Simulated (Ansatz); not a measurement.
Suppose GaSb3 takes space group Cmmm (No. 65), with Ga on 2b; Sb on 4j and 2a.

The calculation used Ansatz 0.2.0, DFT PBE, scalar-relativistic, plane waves, PAW. Cutoff 420 eV, Γ-centred mesh, Gaussian smearing, no spin polarisation.

The zero of energy is the elements' standard structures at the same level; no fitted shifts are applied.

Q: Predict the relaxed structure.

A:

Space group Cmmm (No. 65). a = 6.043 Å, b = 6.337 Å, c = 5.644 Å, α = 90.00°, β = 90.00°, γ = 90.00°
```
atom  site  symmetry       x       y       z
  Ga    2b       mmm  0.5000  0.0000  0.0000
  Sb    4j       m2m  0.5000  0.7496  0.5000
  Sb    2a       mmm  0.0000  0.0000  0.0000
```

Ga has 8 Sb at 3.02–3.24 Å; around Sb on a site of symmetry m2m lie 6 Sb at 3.02–3.24 Å and 2 Ga at 3.24 Å; Sb on a site of symmetry mmm is surrounded by 4 Ga at 3.02–3.17 Å and 4 Sb at 3.24 Å. Another local minimum with the same sites may exist.

Q: Where does its energy lie, and is it a metal?

A: The energy over the elements is +0.11 eV/atom and the gap on the 10×10×8 mesh of the 4-atom cell is 0 eV (a metal). A positive value: parting into the elements would lower its energy.

The last run used Gaussian smearing of 0.10 eV. Spin–orbit coupling, which can matter for Sb, is left out. Symmetry constrained the relaxation, so the result can be a saddle point. Another cell of GaSb3 relaxed alike, in Im-3m, lies 45 meV/atom lower, so this cell isn't the stable form at this level.
